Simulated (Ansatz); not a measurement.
AgI (wurtzite), relaxed with PBE (Ansatz, a program for electronic structure, plane waves, PAW): a = 4.6853 Å, b = 4.6853 Å, c = 7.6621 Å, α = 90.00°, β = 90.00°, γ = 120.00°.

```
Property              Value
--------------------  -----
gap (eV)               1.37
B₀ by P(V) fit (GPa)   25.9
```

Question: The same phase is relaxed and computed with HSE06 in the same code. What are the cell and these values now?

Answer: a = 4.6805 Å, b = 4.6805 Å, c = 7.6463 Å, α = 90.00°, β = 90.00°, γ = 120.00°.

- gap (eV): 2.53
- B₀ by P(V) fit (GPa): 25.8

All cells were relaxed under the symmetry of their starts (and spin orders); stability against distortions was not tested throughout. Rows with no word on spin ran without spin polarisation. Scalar-relativistic: spin–orbit coupling is off unless named, which matters more the heavier the elements.

Potentials: the later of the program's two PAW sets.

Ansatz is a plane-wave DFT program.
